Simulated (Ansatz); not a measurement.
Below is a relaxed structure of TlPdCl3. The cell was found from a structure generator's guess, not taken from experiment.

Level of theory: DFT PBE, scalar-relativistic, plane waves, PAW (Ansatz 0.2.0). Cutoff 420 eV, Γ-centred mesh, Gaussian smearing, collinear spin.

```
CELL_PARAMETERS angstrom
4.97612 0.00000 0.00000
0.00000 4.97612 0.00000
0.00000 0.00000 4.97612
ATOMIC_POSITIONS crystal
Tl 0.50000 0.50000 0.50000
Pd 0.00000 0.00000 0.00000
Cl 0.50000 0.00000 0.00000
Cl 0.00000 0.50000 0.00000
Cl 0.00000 0.00000 0.50000
```

Formation energies are uncorrected and refer to the elements' standard structures at the same level (Cl₂ as a molecule).

Question: What space group does it have?

Answer: Pm-3m (No. 221), the cubic perovskite type. Conventional cell: a = 4.976 Å. Around Tl lie 12 Cl at 3.52 Å (long contacts); Pd has 6 Cl at 2.49 Å; Cl is surrounded by 2 Pd at 2.49 Å, 4 Tl at 3.52 Å and 8 Cl at 3.52 Å.

Question: What is its formation energy per atom?

Answer: −0.72 eV/atom. It lies below the elements, which doesn't yet make it stable against other compounds or structures.

Question: Is it a metal?

Answer: Yes, bands cross the Fermi level on the 8×8×8 mesh.

Question: Which magnetic moments does it keep?

Answer: 0.00 μB per atom net, the space between the atoms included; by site: all under 0.1 μB.

Question: From what recipe could a structure generator have reached it?

Answer: One such recipe: perovskite family, tilts a0a0a0 (Pm-3m, No. 221). Other recipes can lead to the same cell.

The last run used collinear spin, an 8×8×8 mesh for its 5-atom cell and Gaussian smearing of 0.10 eV. These runs have no spin–orbit coupling, which can matter for Tl. A later test with randomly moved atoms came back to the same energy, though modes that don't fit the test's cell weren't probed.
